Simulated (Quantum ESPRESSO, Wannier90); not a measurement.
**CaC2 (I4/mmm): Wannier90 run**

```xyz
3
Lattice="3.8686 0.0000 0.0000 0.0000 3.8686 0.0000 -1.9343 -1.9343 3.2021" Properties=species:S:1:pos:R:3 pbc="T T T"
Ca     0.0000     0.0000     0.0000
C     -1.9343    -1.9343     0.6269
C      1.9343     1.9343    -0.6269
```

Materials Project entry mp-2482; symmetrised, unrelaxed at this level. Not found in the COD (Crystallography Open Database) copy used, which has the formula in other groups; not checked further. Level: PBEsol, no spin polarisation, no spin-orbit coupling; pw.x of Quantum ESPRESSO at 66 Ry with PseudoDojo potentials, 8×8×8 k-points, Wannier90. Density: 10×10×10 mesh, cold smearing 0.01 Ry.

Band 5 is isolated and gives one Wannier function a cell (C3 2s 34 %, C2 2s 34 %, C3 2p 12 %; spread 0.83 Å²). Its on-site energy is ε = -12.553 eV relative to the valence-band maximum, and its hoppings t(R) = t(−R) to the nearer images are (images within this range that aren't listed have |t| under 5 meV):

| R (lattice vectors; −R alike) | distance (Å) | t (eV) |
|---|---|---|
| 0 1 0 | 3.87 | -0.024 |
| 1 0 0 | 3.87 | -0.024 |
| 0 0 1 | 4.21 | -0.017 |
| 0 1 1 | 4.21 | -0.017 |
| 1 0 1 | 4.21 | -0.017 |
| 1 1 1 | 4.21 | -0.017 |
| 1 -1 0 | 5.47 | -0.025 |
| 1 1 0 | 5.47 | -0.025 |

**Question.** Work out the band energy at Γ, X, P, N from these numbers.

**Answer.** For one orbital E(k) = ε + Σ_R 2 t(R) cos(2π k·R), the sum over the listed R.
- Γ, k = (0.000, 0.000, 0.000): E = -12.553 + (-0.024)·(4.00) + (-0.017)·(8.00) + (-0.025)·(4.00) = -12.89 eV; pw.x: -12.90 eV
- X, k = (0.500, 0.500, -0.500): E = -12.553 + (-0.024)·(-4.00) + (-0.017)·(0.00) + (-0.025)·(4.00) = -12.56 eV; pw.x: -12.57 eV
- P, k = (0.500, 0.500, -0.250): E = -12.553 + (-0.024)·(-4.00) + (-0.017)·(0.00) + (-0.025)·(4.00) = -12.56 eV; pw.x: -12.55 eV
- N, k = (0.500, 0.000, 0.000): E = -12.553 + (-0.024)·(0.00) + (-0.017)·(0.00) + (-0.025)·(-4.00) = -12.45 eV; pw.x: -12.44 eV

At these points the listed shells miss the plane-wave band by up to 0.01 eV, of a width of 0.46 eV on the path. With all its hoppings the model misses the band by 0.1 meV at worst on the whole path; the listed shells hold nearly all of the dispersion.
